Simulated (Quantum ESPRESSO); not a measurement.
**Kohn-Sham bands of Zn₂SeS (R3m)**

```
CELL_PARAMETERS angstrom
     -1.95375     3.38399     0.00000
     -3.90750     0.00000     0.00000
     -1.95375     1.12800     6.38365
ATOMIC_POSITIONS crystal
  Zn 0.99626 0.99626 0.01121
  Zn 0.50363 0.50363 0.48911
  Se 0.37548 0.37548 0.87356
  S  0.87465 0.87465 0.37604
```

Structure: Materials Project mp-1215446, symmetrised, not relaxed again. Not found in the COD (Crystallography Open Database) copy used; not checked further. Level: PBEsol, spinors with spin-orbit coupling; pw.x of Quantum ESPRESSO at 69 Ry with PseudoDojo potentials, 4×4×4 k-points, Wannier90. Density: 10×10×10 mesh, cold smearing 0.01 Ry.

Energies are relative to the valence-band maximum; weights are on the orthonormalised atomic waves of the pseudopotential files, averaged over the group. 62 electrons a cell are treated as valence.

```csv
bands,from (eV),to (eV),filling,weight on atomic waves
1–4,-125.13,-124.99,filled,?
5–8,-81.50,-81.37,filled,?
9–16,-78.44,-78.30,filled,?
17–20,-47.52,-47.51,filled,?
21–26,-46.63,-46.61,filled,?
27–30,-13.52,-12.33,filled,?
31–50,-6.93,-5.87,filled,?
51–62,-5.62,0.00,filled,?
```

Q: Which atomic shells make up each group?

A: 
- 1–4, weight on atomic waves: Zn 3s 100 %
- 5–8, weight on atomic waves: Zn 3p 100 %
- 9–16, weight on atomic waves: Zn 3p 100 %
- 17–20, weight on atomic waves: Se 3d 100 %
- 21–26, weight on atomic waves: Se 3d 100 %
- 27–30, weight on atomic waves: Se 4s 43 %, S 3s 42 %, Zn 4s 10 %
- 31–50, weight on atomic waves: Zn 3d 93 %
- 51–62, weight on atomic waves: Se 4p 39 %, S 3p 38 %, Zn 3d 9 %

The Kohn-Sham gap over both meshes and the path is 1.26 eV.
